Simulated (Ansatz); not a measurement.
# GeSb4Te4: ideal shear of a crystal plane

These are results of DFT PBE, scalar-relativistic, plane waves, PAW (Ansatz 0.2.0), not measurements. The runs took a 420 eV cutoff, a Γ-centred 9×9×2 mesh and Gaussian smearing (0.03 eV). Spin–orbit coupling is left out, which matters for the heavy elements here. No spin polarisation. Energies are free energies at this smearing, counted from the undisturbed cell; pressure is positive in compression.

Zero of the scan (relaxed at this level; it needn't be the usual structure):

```xyz
9
Lattice="-4.3300 0.0000 0.0000 -2.1650 -3.7499 0.0000 0.0000 0.0000 17.6486" Properties=species:S:1:pos:R:3 pbc="T T T"
Ge    0.0000    0.0000   10.9254
Sb   -2.1650   -1.2500    2.8794
Sb   -4.3300   -2.4999    1.3228
Sb   -4.3300   -2.4999    7.2327
Sb   -2.1650   -1.2500   14.6180
Te   -2.1650   -1.2500    9.2403
Te   -4.3300   -2.4999   12.6105
Te    0.0000    0.0000    5.5243
Te    0.0000    0.0000   16.3264
```

The cut lies on the cell's a–b face, a (0 0 1) plane (indices in the standard cell, whose axes needn't be the Cartesian ones shown) of area 16.24 Å², between layers 2.64 Å apart. Vector c is tilted by f times 1·a + 1·b (length 7.500 Å) with the atoms' Cartesian places fixed: one unrelaxed fault a cell. The traction is dγ/du, the slope of γ against the slip u in Å.

```
     f  γ (mJ/m²) traction (GPa)
0.0000          0             0.0
0.0833         84             3.0
0.1667        396             6.8
0.2500        860             6.9
0.3333       1100             0.0
0.4167        870            -6.4
0.5000        457            -5.8
0.5833        204            -2.3
0.6667        143             0.0
0.7500        152             0.0
0.8333        122            -1.0
0.9167         46            -1.2
```

Q: Read off the first barrier and the stress needed to climb it, and compare with Frenkel's sinusoid.

A: The first sampled maximum lies at f = 0.333, a slip of 2.50 Å, with γ ≈ 1100 mJ/m², which stands in for the unstable fault energy γ_us, and the steepest sampled slope before it is 6.9 GPa. A sinusoid γ = γ_us sin²(πu/λ) with its maximum there has λ = 5.00 Å and a largest slope πγ_us/λ = 6.9 GPa (1 mJ/m² per Å = 0.01 GPa). The stand-in is too high: a rotation axis of order three or more passes through this point, so the curvature is the same in every direction of the plane and the point is a peak of the γ-surface, which slip goes round.

Q: Is there a metastable fault on this line?

A: The samples dip to a local minimum of 143 mJ/m² at f = 0.667. If it survives relaxation and slip across the line, it is a planar fault that lets a dislocation split into partials, more widely the lower its energy (an antiphase boundary, where the slip puts unlike atoms in each other's places). Between this point and the perfect stacking at f = 1 the samples rise only to 152 mJ/m², so slip in the opposite sense meets a far lower barrier than the first maximum.

The cut is rigid; relaxing the faces lowers these energies and usually the stresses.

The gap closes along the scan, which can put kinks into the curve.

Cost: 12 runs of about 7.9 core-minutes in all, on AMD EPYC 9R45 (Zen 5) (shared hosts).